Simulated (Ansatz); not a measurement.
Relaxed-ion elastic tensor of AgI (zinc blende, F-43m) in GPa (Voigt order), PBEsol (plane waves, PAW; program Ansatz); density 5.81 g/cm³, 33.54 Å³ per atom.

```
38.9  31.9  31.9   0.0   0.0   0.0
31.9  38.9  31.9   0.0   0.0   0.0
31.9  31.9  38.9   0.0   0.0   0.0
 0.0   0.0   0.0   9.9   0.0   0.0
 0.0   0.0   0.0   0.0   9.9   0.0
 0.0   0.0   0.0   0.0   0.0   9.9
```

Q: Is the crystal mechanically stable?

A: Yes: the smallest eigenvalue of C is 7.0 GPa.

Q: Work out the Voigt, Reuss and Hill averages.

A: K_V = 34.2, K_R = 34.2, K_H = 34.2; G_V = 7.3, G_R = 5.7, G_H = 6.5 GPa.

Q: Give Young's modulus, Poisson's ratio, Pugh's ratio and the universal anisotropy index.

A: E = 9KG/(3K + G) = 18.3 GPa; ν = 0.41; K/G = 5.27 (ductile by the Pugh limit of 1.75); A_U = 5G_V/G_R + K_V/K_R − 6 = 1.42.

Q: Estimate the sound speeds and the Debye temperature.

A: v_l = √((K + 4G/3)/ρ) = 2720 m/s, v_t = √(G/ρ) = 1060 m/s, mean 1200 m/s; Θ = (h/k)(3n/4πV)^(1/3) v_m = 111 K.

Q: Give the Zener ratio and Young's modulus along [100], [110] and [111].

A: A = 2C44/(C11 − C12) = 2.83; 1/E = S11 − 2(S11 − S12 − S44/2)Γ with Γ = 0, 1/4, 1/3 gives 10.1, 19.0, 27.0 GPa.

Q: Solve the Christoffel equation for the three sound speeds along [100], [110], [111].

A: Eigenvalues of C_ijkl n_j n_l equal ρv² (piezoelectric stiffening left out). In km/s, slowest first: [100] 1.30, 1.30, 2.59; [110] 0.77, 1.30, 2.79; [111] 0.98, 0.98, 2.86.

Symmetry was held in the PBEsol relaxation. The run is not spin-polarised. Scalar-relativistic: spin–orbit coupling is off unless named, which matters more the heavier the elements.

Potentials: the earlier of the program's two PAW sets. The files were generated under PBE; for other functionals the program regenerates the frozen cores, and for LDA and PBEsol the local potential too.
